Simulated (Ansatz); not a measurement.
AlN (wurtzite, space group No. 186), PBE in the plane-wave PAW code Ansatz, all energies at zero smearing, with the estimated change up to a 700 eV cutoff added, with one set of potentials and settings (totals compare only within such a set). Cell of 4 atoms (2 Al, 2 N): -1848.525 eV.

| element | reference phase | E (eV/atom) |
|---|---|---|
| Al | Fm-3m, 1 atoms in the cell | -537.5055 |
| N | Pa-3, 8 atoms in the cell | -384.0342 |

Formation energy per atom, worked out: (-1848.525 − 2×(-537.5055) − 2×(-384.0342))/4 = -1.361 eV/atom (-131 kJ per mol of atoms), at 0 K, without zero-point energy or fitted corrections.

Space group P6_3mc (wurtzite). The cell was relaxed with PBE under the symmetry of its start. The references are the lowest solids computed at this level, not always the standard phases (solids in place of the gases).

Potentials: the earlier of the program's two PAW sets.
